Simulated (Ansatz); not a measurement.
Total density of states per atom from plane-wave PAW PBEsol (Ansatz code), in 0.25 eV bins, energy from the Fermi level:

```
E (eV)  states/eV/atom
------  --------------
-7.85             0.00
-7.60             0.00
-7.35             0.00
-7.10             0.00
-6.85             0.00
-6.60             0.00
-6.35             0.14
-6.10             0.31
-5.85             0.40
-5.60             0.43
-5.35             0.46
-5.10             0.39
-4.85             0.47
-4.60             0.51
-4.35             0.38
-4.10             0.52
-3.85             0.76
-3.60             1.28
-3.35             1.73
-3.10             1.89
-2.85             1.52
-2.60             1.96
-2.35             2.12
-2.10             1.57
-1.85             2.36
-1.60             1.58
-1.35             1.09
-1.10             0.72
-0.85             0.44
-0.60             0.39
-0.35             0.31
-0.10             0.28
0.15              0.32
0.40              0.35
0.65              0.42
0.90              0.42
1.15              0.38
1.40              0.41
1.65              0.42
1.90              0.34
2.15              0.38
2.40              0.38
2.65              0.32
2.90              0.32
3.15              0.40
3.40              0.43
3.65              0.37
3.90              0.39
4.15              0.40
4.40              0.39
4.65              0.41
```

Which compound is it?
A) TiSe, Pnma (Ti on 4c, Se on 4c)
B) NiGe, Pnma (Ni on 4c, Ge on 4c)
C) AlNi, CsCl type
D) CeNi2, cubic Laves (MgCu2 type)

B, NiGe, Pnma (Ni on 4c, Ge on 4c). Within 0.5 eV of the Fermi level: Ni 3d 53 %, Ge 4p 32 %, Ge 4s 10 %. Projections are on Löwdin-orthogonalised atomic valence shells; empty p or d shells of many metals are not among them.

The cell was relaxed with PBEsol under the symmetry of its start. The workflow began spin-polarised and lost its moments. Spin–orbit coupling is left out wherever it is not named.

Potentials: the later of the program's two PAW sets.
